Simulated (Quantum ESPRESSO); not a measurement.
One change at a time to Al2NbRhZr4

All numbers below are calculated, not measured. They come from Quantum ESPRESSO 7.5, a public plane-wave density functional program. Each row is one single-point run on a made-up periodic cell of eight metal atoms, with elements, volume, strain and displacements drawn at random and not relaxed, so a cell may be unstable or far from any real phase. There is no spin polarisation or spin-orbit coupling.

Settings: PBE unless stated; PseudoDojo standard norm-conserving files; Fermi-Dirac width 0.25 eV, which means electrons at about 2900 K; cutoff 1197 eV; 5 x 5 x 5 k mesh shifted half a step off Gamma. E is the free energy of the whole cell (internal energy minus TS), so a -TS column is already part of it. Stress is positive in tension, and the pressure P is minus a third of its trace.

Checks: one run of this series was repeated at a higher cutoff and on a denser mesh, which moved values by no more than 0.005 eV, 0.02 GPa and 0.007 eV/Å, and a second program with other atomic files agreed on it to 2 % rms in force and 0.5 GPa in pressure. Known limits: heavy elements are run without spin-orbit coupling, which real alloys of them have; a spin test at this wide smearing found no moment, but such smearing suppresses magnetism that the real alloy may have.

The lattice is hexagonal close-packed, and the cell vectors in Å are (0.018, 0.007, 4.858); (6.091, 0.003, 0.023); (-3.043, 5.197, -0.004), a volume of 153.83 Å³ in run 1. The elements on sites 1 to 8 are Al Nb Zr Al Zr Zr Rh Zr. Each later run makes one change to run 1 and keeps the rest. E is counted from run 1, and is n/a where other atomic files have another zero of energy.

| run | change | V (Å³) | P (GPa) | -TS (eV) | rms force (eV/Å) | largest change of a force component (eV/Å) | E (eV) |
|---|---|---|---|---|---|---|---|
| 1 | none | 153.83 | 2.74 | -1.705 | 0.694 | 0.000 | 0.000 |
| 2 | sites 1 and 3 exchanged | 153.83 | 3.05 | -1.727 | 0.563 | 1.119 | 0.718 |
| 3 | all lengths scaled by +1.34 % | 160.09 | -1.75 | -1.772 | 0.610 | 0.238 | ? |
| 4 | LDA in place of PBE | 153.83 | -4.61 | -1.717 | 0.602 | 0.272 | n/a |
| 5 | Au on site 2 | 153.83 | 1.52 | -1.542 | 0.618 | 0.452 | n/a |
| 6 | site 4 moved by +0.15 Å along x | 153.83 | 2.80 | -1.707 | 0.675 | 0.652 | -0.003 |

## Worked estimate

Along a uniform scaling dE = -P dV. The mean of the two pressures is 0.495 GPa and the volume changes by 6.26 Å³, with 160.2 GPa to one eV/Å³. The same two rows give -V dP/dV = 113 GPa for this cell with clamped atoms, which is not the bulk modulus of a real alloy.

## Withheld value

Question: what E should run 3 give?

The estimate is -0.019 eV. The calculation gave -0.017 eV.
